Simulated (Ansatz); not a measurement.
GaP (zinc blende)

```
CELL_PARAMETERS angstrom
      0.00000     2.71949     2.71949
      2.71949     0.00000     2.71949
      2.71949     2.71949     0.00000
ATOMIC_POSITIONS crystal
  P  0.75000 0.75000 0.75000
  Ga 0.00000 0.00000 0.00000
```

The slice is a {111} plane (indices of the conventional cell) through the point (0.000, 0.000, 0.000) (fractional), spanned by u = [100] and v = [-1 2 0] in vectors of this cell: u (3.85 Å) and v (6.66 Å, at 90° to u). It covers one period; positions are fractions (u, v).

Level of theory: PBEsol (plane waves to 420 eV, PAW, scalar-relativistic; Ansatz, a first-principles code). k mesh 11×11×11. Near the nuclei the fields are pseudised (PAW); where an atom keeps semicore shells as valence, they peak there. GaP was relaxed with its symmetry unable to fall. The PAW data are Ansatz's earlier set.

### Question
Sketch the density of the highest valence band (whole band, smooth part) on this plane as a map.

### Answer
```
|00145666665410|
|11357888887531|
|22468999998642|
|22357999997532|
|11236899986321|
|00124699964210|
|00123578753210|
|00012466642100|
|00012344432100|
|00112210122110|
|11222100012221|
|33343000003433|
|66654100014566|
|88875311135788|
|99986422246899|
|99975322235799|
|99863211123689|
|99642100012469|
|87532100012357|
|66421000001246|
|44321000001234|
|01221100011221|
|00122211122210|
|00034333334300|
```
Scale: ten equal steps from 0.002 (start of '0') to 0.137 (end of '9'), in the order '0123456789'. Values: density of the highest valence band (whole band, smooth part) in e/Å³. The map has 14 points along u (one character each, u = 0 at the left) and 24 along v (v = 0 in the bottom row).
